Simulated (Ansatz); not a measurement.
## Computed properties of RuW

RuW:
```cif
data_Ru4W4
_chemical_formula_sum 'Ru4 W4'
_space_group_name_H-M_alt 'Fm-3m'
_space_group_IT_number 225
_space_group_name_Hall '-F 4 2 3'
_cell_length_a 5.07508
_cell_length_b 5.07508
_cell_length_c 5.07508
_cell_angle_alpha 90.000
_cell_angle_beta 90.000
_cell_angle_gamma 90.000
loop_
_atom_site_label
_atom_site_type_symbol
_atom_site_symmetry_multiplicity
_atom_site_Wyckoff_symbol
_atom_site_fract_x
_atom_site_fract_y
_atom_site_fract_z
_atom_site_occupancy
Ru1 Ru 4 a 0.00000 0.00000 0.00000 1
W1 W 4 b 0.50000 0.50000 0.50000 1
```
(The calculation used a cell of 2 atoms; values per cell refer to that cell.)

Space group Fm-3m (No. 225), rock salt; conventional cell a = b = c = 5.0751 Å, α = β = γ = 90.00°.

Method: PBEsol (plane waves, PAW; program Ansatz). The cell and atoms are relaxed at this level. Other levels are named where they apply.

Cell and energy:

| Item | Value |
|---|---|
| Volume per atom | 16.34 Å³ |
| Density | 14.48 g/cm³ |
| Formation energy from the elements (no fitted shifts) | 1.03 eV/atom |

Electronic structure:

| Property | Value |
|---|---|
| Electronic character | metallic (no gap) |
| Density of states at the Fermi level | 0.73 states/eV per atom (mean over ±0.08 eV) |
| Gap with spin–orbit coupling | none (metallic) |

Mechanics:

| Quantity | Value |
|---|---|
| Bulk modulus (Birch–Murnaghan fit) | 2540 kbar |
| Pressure derivative B′ | 4.4 |
| Elastic constants (relaxed ions, GPa) | C11 = 384, C12 = 190, C44 = -28.9 |
| Mechanical stability | unstable (C has a negative eigenvalue) |

Phonons:

| Item | Value |
|---|---|
| Highest zone-centre frequency | 92 cm⁻¹ |
| Zone-centre stability | no imaginary mode at Γ |

The start of the workflow was typed in or built on a structure type; neither database checked (COD, Materials Project) lists it. Whether it is the stable phase at ambient conditions was not checked. The PBEsol relaxation kept the symmetry of its start. No spin polarisation was allowed. Its formation energy is positive at this level, so the cell may be metastable or incomplete. As this level gives no gap, shear constants depend on the k-mesh and smearing (Fermi–Dirac, 0.1 eV here). As this level gives no gap, phonon frequencies hold no LO–TO term and depend on the k-mesh and smearing (Fermi–Dirac, 0.1 eV here). The references are the lowest solids computed at this level, not always the standard phases. Spin–orbit coupling is left out wherever it is not named.

Potentials: the earlier of the program's two PAW sets. The files were generated under PBE; for other functionals the program regenerates the frozen cores, and for LDA and PBEsol the local potential too.
